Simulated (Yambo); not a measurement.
Sr$_{2}$RuH$_{6}$ (space group Fm-3m, No. 225), G0W0@PBEsol (Yambo, plasmon pole, terminator in G, 4×4×4 mesh): gap Γ → X in eV by bands and screening block.

| bands (W and G) | 2 Ry | 3 Ry | 4 Ry | 6 Ry | 7 Ry |
|---|---|---|---|---|---|
| 41 | 3.44 | 3.46 | 3.44 | … | 3.46 |
| 61 | … | 3.39 | 3.39 | 3.41 | 3.42 |
| 90 | 3.33 | 3.38 | 3.38 | 3.41 | 3.42 |
| 123 | 3.33 | 3.38 | 3.39 | 3.41 | … |
| 159 | 3.33 | 3.38 | 3.39 | 3.42 | 3.44 |

Question: Estimate the withheld gaps from their neighbours; the computed values follow.

Answer: 
- 41, 6 Ry: 3.45
- 61, 2 Ry: 3.36
- 123, 7 Ry: 3.43

The largest settings aren't shown to be the converged limit.

Spin-orbit coupling is not included.

Geometry of the Materials Project entry, not relaxed at this level; primitive cell a = b = c = 5.3738 Å, α = β = γ = 60.00°.
